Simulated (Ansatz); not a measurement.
With DFT-r²SCAN in the program Ansatz with PAW potentials, Si₂Ni in the fluorite or antifluorite type structure (Fm-3m) relaxes to a = 5.387 Å. Ni has 8 nearest neighbours from 2.33 Å (cubic). Against the elements it lies at -0.35 eV/atom, with no fitted shifts.

Electronic character: metallic (no gap).

The bulk modulus is 162 GPa. The relaxed-ion elastic constants in GPa are C11 = 203, C12 = 141, C44 = 91.7. The elastic constants imply a Debye temperature near 494 K. The highest mode at Γ lies at 331 cm⁻¹. Bader charges are Si +0.48, Ni -0.96 e.

The cell was relaxed with r²SCAN under the symmetry of its start; of distortions, only those at the zone centre were tested. No spin polarisation was allowed. As this level gives no gap, shear constants depend on the k-mesh and smearing (Fermi–Dirac, 0.1 eV here). As this level gives no gap, phonon frequencies hold no LO–TO term and depend on the k-mesh and smearing (Fermi–Dirac, 0.1 eV here). The references are the lowest solids computed at this level, not always the standard phases.

Potentials: the earlier of the program's two PAW sets.
